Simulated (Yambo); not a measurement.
**Excitons in BaF$_{2}$**

```
CELL_PARAMETERS angstrom
      0.00000     3.01938     3.01938
      3.01938     0.00000     3.01938
      3.01938     3.01938     0.00000
ATOMIC_POSITIONS crystal
  F  0.25000 0.25000 0.25000
  F  0.75000 0.75000 0.75000
  Ba 0.00000 0.00000 0.00000
```

Cell and atoms were relaxed with LDA from Materials Project entry mp-1029, within its symmetry.

BSE in Yambo on LDA (pw.x of Quantum ESPRESSO, ONCV potentials, without SOC) bands: 8×8×8 mesh, 6 valence and 3 conduction bands, static screening with 34 bands and a 4 Ry block, scissor 3.29 eV, Tamm-Dancoff; field along x.

| state | energy (eV) | states within 2 meV | relative strength | class | main transitions |
|---|---|---|---|---|---|
| 1 | 9.06 | 3 | < 0.01 | dark | several band pairs |
| 2 | 9.14 | 3 | < 0.01 | dark | several band pairs |
| 3 | 9.19 | 3 | < 0.01 | dark | several band pairs |
| 4 | 9.23 | 2 | < 0.01 | dark | several band pairs |
| 5 | 9.26 | 3 | 0.01 | weak | several band pairs |
| 6 | 9.29 | 3 | 1.00 | strong | several band pairs |

These are vertical excitations (zero momentum); the indirect quasiparticle gap, about 10.08 eV, is smaller than the direct one (10.25 eV on the GW mesh). The direct quasiparticle gap on this mesh is 10.25 eV; counted from there, state 1 is bound by 1.20 eV. On a 6×6×6 mesh the same difference is 1.18 eV.

Spin singlets only. Strengths are relative to the strongest of the lowest states of this run; strong means a line over 3 % of the spectrum's maximum, dark under 0.03 %. Absolute energies carry the error of the G0W0 scissor, whose convergence isn't established.
